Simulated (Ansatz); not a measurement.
According to DFT-r²SCAN in the program Ansatz with PAW potentials, Zn₃P₄W in the orthorhombic phase (Pmn2_1; Pearson symbol oP16) relaxes to a = 7.701 Å, b = 6.664 Å, c = 6.365 Å. Zn on 4b has 4 nearest neighbours from 2.38 Å (tetrahedral); Zn on 2a has 4 nearest neighbours from 2.39 Å (tetrahedral); W has 4 nearest neighbours from 2.28 Å (tetrahedral); P on 4b has 4 nearest neighbours from 2.30 Å (tetrahedral). Its formation energy from the elements is -12 kJ/mol-atom, with no fitted shifts.

The Kohn–Sham gap is 0.44 eV (indirect). Electrons at the band edge weigh 0.23, 0.70, 4.0 mₑ (principal values). The hole mass is 0.38, 0.48, 0.85 mₑ (principal values).

The bulk modulus is 78.6 GPa.

The start of the workflow was typed in or built on a structure type; neither database checked (COD, Materials Project) lists it. Its standing as an ambient phase is unchecked. The cell was relaxed with r²SCAN under the symmetry of its start; its stability against distortions is not shown here. No spin polarisation was allowed. The references are the lowest solids computed at this level, not always the standard phases. Scalar-relativistic: spin–orbit coupling is off unless named, which matters more the heavier the elements.

Potentials: the later of the program's two PAW sets.
